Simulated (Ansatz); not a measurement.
PbS:
```
CELL_PARAMETERS angstrom
      2.98637    -3.00431     0.00000
      2.98637     3.00431     0.00000
      0.00000     0.00000    32.00000
ATOMIC_POSITIONS crystal
  Pb 0.50784 0.99216 0.54506
  S  0.98222 0.51778 0.53790
  Pb 0.00784 0.49216 0.45494
  S  0.48222 0.01778 0.46210
```
The layer is periodic in x and y and isolated along z.

Relaxed with r²SCAN+D4. r²SCAN+D4 (plane waves, PAW; program Ansatz) gives a gap of 2.21 eV.

Task: What gap does HSE06 give on the same cell (Ansatz, PAW)?

Result: 2.47 eV, 0.27 eV more. The hybrid was solved on a coarser mesh and at special points; its gap is the smallest among all of these.

| k | v1 r²SCAN+D4 | c1 r²SCAN+D4 | v1 HSE06 | c1 HSE06 |
|---|---|---|---|---|
| Γ | -0.16 | 2.30 | -0.21 | 2.59 |
| X | -1.42 | 4.46 | [?] | [?] |

Task: Top valence (v1) and lowest conduction level (c1) in eV from each method's valence maximum (which need not be a listed point): supply the withheld HSE06 values.

Result: 
- X, v1 HSE06: -1.54
- X, c1 HSE06: 4.88

Cost on shared cores: the r²SCAN+D4 run (SCF on a 8×8×1 mesh, then bands and DOS) about 9 core-minutes (a rough figure), the HSE06 run (SCF on 6×6×1, then a few points) about 21 core-minutes (a rough figure); the tasks are unlike.

Space group Aem2. The layer was cut from a bulk entry of the Materials Project (measured or hypothetical); whether that bulk phase is the ambient one, and whether the layer has been isolated, was not checked. The r²SCAN+D4 relaxation kept the symmetry of its start; its stability against distortions is not shown here. Spin–orbit coupling is left out wherever it is not named.

Potentials: the later of the program's two PAW sets.
